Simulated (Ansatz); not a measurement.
**MgRh (Pm-3m): from strained cells to moduli**

```
Mg Rh
1.0
     3.08389    0.00000    0.00000
     0.00000    3.08389    0.00000
     0.00000    0.00000    3.08389
Mg Rh
1 1
Direct
  0.00000 0.00000 0.00000
  0.50000 0.50000 0.50000
```

Level of theory, where no other is named: PBEsol, all-electron LAPW in Ansatz 0.2.0, scalar-relativistic. k mesh 16×16×16, Fermi-Dirac smearing of 0.100 eV, basis error target 1 meV/atom. The cell was relaxed by PAW under this functional.

The cell is cubic and carries a residual pressure of 0.00 GPa at this level. Each strain component that symmetry leaves independent is applied at ±0.005, the ions relax wherever a strain frees them, and the stress (tension positive, GPa) is read. Shears are engineering strains, γ = 2ε.

```csv
strain,size,σxx,σyy,σzz,σyz,σxz,σxy
xx,-0.005,-0.9164,-0.5069,-0.5069,0.0000,0.0000,0.0000
xx,+0.005,0.8829,0.4986,0.4986,0.0000,0.0000,0.0000
yz,-0.005,-0.0024,-0.0003,-0.0003,-0.4133,0.0000,0.0000
yz,+0.005,-0.0024,-0.0003,-0.0003,0.4133,0.0000,0.0000
```

A central difference gives one constant, for example C11 ≈ (0.8829 − (-0.9164))/(0.01) = 179.9 GPa; the program then imposes the crystal's symmetry on the whole matrix.

(1) What are the independent elastic constants?

(2) Do they meet the Born conditions?

(3) What moduli does a random aggregate of grains have?

(4) With the density of 7.203 g/cm³, how fast does sound travel, and what Debye temperature follows?

(5) How far do the constants move if PAW replaces LAPW in the same cell?

(6) What happens at 10 GPa (cell relaxed there)?

## Answers

(1) C11 = 179.9, C12 = 100.5, C44 = 82.6 GPa.

(2) C11 − C12 = 79.4, C11 + 2C12 = 381.0 and C44 = 82.6 GPa must all be positive, so the crystal is elastically stable; that says nothing yet of its phonons.

(3) B = (C11 + 2C12)/3 = 127.0 GPa. G_V = (C11 − C12 + 3C44)/5 = 65.5 and G_R = 5(C11 − C12)C44/(4C44 + 3(C11 − C12)) = 57.7, so G_H = 61.6 GPa. Then E = 9BG/(3B + G) = 159.0 GPa, ν = (3B − 2G)/(6B + 2G) = 0.291 and B/G = 2.06, on the ductile side of Pugh's 1.75 (a rule of thumb).

(4) 

```csv
direction,slow (m/s),middle (m/s),fast (m/s)
[100],3387,3387,4998
[110],2348,3387,5563
[111],2738,2738,5739
```

The mean of v⁻³ over directions and branches gives v_m = 3232 m/s and θ_D = (ħ/k_B) v_m (6π²n)^(1/3) = 393 K, n being atoms per volume. Young's modulus spans 108 to 204 GPa over directions, and the universal anisotropy index is 0.67.

(5) 

```
constant  LAPW (GPa)  PAW (GPa)  difference
     C11       179.9      179.9         0.0
     C12       100.5      100.4        -0.1
     C44        82.6       82.5        -0.1
```

(6) The volume falls to 0.9345 of its value, and C11 = 236.3, C12 = 137.5, C44 = 100.6 GPa (slopes of the stress), in this structure whether or not another phase takes over.

Limits of these numbers: responses of metals move with mesh and smearing; the frozen-core PAW files of the compared runs were fitted under PBE, their cores solved anew for this functional.
